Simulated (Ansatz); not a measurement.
LaHg (CsCl type, space group No. 221), PBEsol (plane waves, PAW; program Ansatz), all energies at zero smearing, with the estimated change up to a 700 eV cutoff added, with one set of potentials and settings (totals compare only within such a set). Cell of 2 atoms (1 Hg, 1 La): -19830.375 eV.

```json
[
 {"element": "Hg", "reference phase": "R-3m, 1 atoms in the cell", "E (eV/atom)": "-13668.0149"},
 {"element": "La", "reference phase": "P6_3/mmc, 4 atoms in the cell", "E (eV/atom)": "-6161.2767"}
]
```

Formation energy per atom, worked out: (-19830.375 − 1×(-13668.0149) − 1×(-6161.2767))/2 = -0.541 eV/atom (-52 kJ per mol of atoms), at 0 K, without zero-point energy or fitted corrections.

Space group Pm-3m (CsCl type). The workflow started from an entry of the Crystallography Open Database (COD). Whether it is the stable phase at ambient conditions was not checked. The cell was relaxed with PBEsol under the symmetry of its start; of distortions, only those at the zone centre were tested. The references are the lowest solids computed at this level, not always the standard phases. Spin–orbit coupling is left out wherever it is not named.

Potentials: the later of the program's two PAW sets.
